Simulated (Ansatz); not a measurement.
# Vibrational response of Ca₂RuO₃

Theory: DFT PBE, scalar-relativistic, plane waves, PAW in Ansatz. Plane waves to 420 eV; Γ-centred k mesh 12×12×12; Gaussian smearing of 0.10 eV. No spin polarisation. Phonons by linear response, acoustic sum rule imposed.

Relaxed structure:
```xyz
6
Lattice="-1.6465 1.8713 6.4067 1.6465 -1.8713 6.4067 1.6465 1.8713 -6.4067" Properties=species:S:1:pos:R:3 pbc="T T T"
Ca    0.0000    0.0000    4.4257
Ca    0.0000    0.0000    8.3877
Ru    0.0000    0.0000    0.0000
O     0.0000    1.8713    0.0000
O     0.0000    0.0000   10.6870
O     0.0000    0.0000    2.1265
```

The cell was found from a proposed guess, not taken from experiment. In a metal, frequencies depend on the k mesh and the smearing, soft modes most.

(1) Is this structure stable against zone-centre distortions?

(2) List the optical modes at Γ (i marks imaginary ones).

Answers

(1) Yes, at Γ: no optical mode is imaginary. Strains and other wave vectors aren't tested by this run.

(2)
```csv
frequency (meV),degeneracy
18.8,1
19.1,1
19.5,1
20.9,1
27.4,1
27.5,1
30.7,1
32.3,1
33.8,1
35.2,1
46.7,1
48.7,1
54.1,1
66.4,1
103.5,1
```
